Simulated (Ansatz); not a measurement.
SiO2:
```cif
data_O8Si4
_chemical_formula_sum 'Si4 O8'
_space_group_name_H-M_alt 'P41212'
_space_group_IT_number 92
_space_group_name_Hall 'P 4abw 2nw'
_cell_length_a 4.94523
_cell_length_b 4.94523
_cell_length_c 6.87213
_cell_angle_alpha 90.000
_cell_angle_beta 90.000
_cell_angle_gamma 90.000
loop_
_atom_site_label
_atom_site_type_symbol
_atom_site_symmetry_multiplicity
_atom_site_Wyckoff_symbol
_atom_site_fract_x
_atom_site_fract_y
_atom_site_fract_z
_atom_site_occupancy
Si1 Si 4 a 0.30422 0.30422 0.00000 1
O1 O 8 b 0.23737 0.11301 0.18318 1
```

Relaxed with LDA (plane waves, PAW; program Ansatz). Indices refer to the conventional cell of P4_12_12, a = b = 4.945 Å, c = 6.872 Å, α = β = γ = 90.00°.

Task: Simulate the powder diffraction pattern (Fe Kα, λ = 1.93735 Å; lines above 1 %) up to 2θ = 90°.

Result: Simulated powder pattern, Fe Kα, λ = 1.93735 Å (kinematic, ideal powder, no thermal factors, no anomalous dispersion; the 30 strongest lines at most, above 1 %, up to 2θ = 90°):

```csv
2θ (°),d (Å),I/Imax (%),hkl
27.93,4.014,100,(101)
36.22,3.117,10,(111)
40.15,2.822,13,(102)
46.13,2.473,16,(200)
46.56,2.451,2.9,(112)
54.79,2.105,3.2,(211)
57.72,2.007,2.2,(202)
60.73,1.916,6.2,(113)
62.78,1.860,6.2,(212)
68.64,1.718,1.2,(004)
70.40,1.680,3.2,(203)
74.36,1.603,4.6,(301)
78.88,1.525,3.7,(311)
81.35,1.486,4.8,(302)
85.78,1.423,2.2,(312)
86.72,1.411,1.9,(204)
88.37,1.390,2.0,(223)
```

Symmetry was held in the LDA relaxation; phonons on a q-mesh show no instability.

Potentials: the later of the program's two PAW sets.
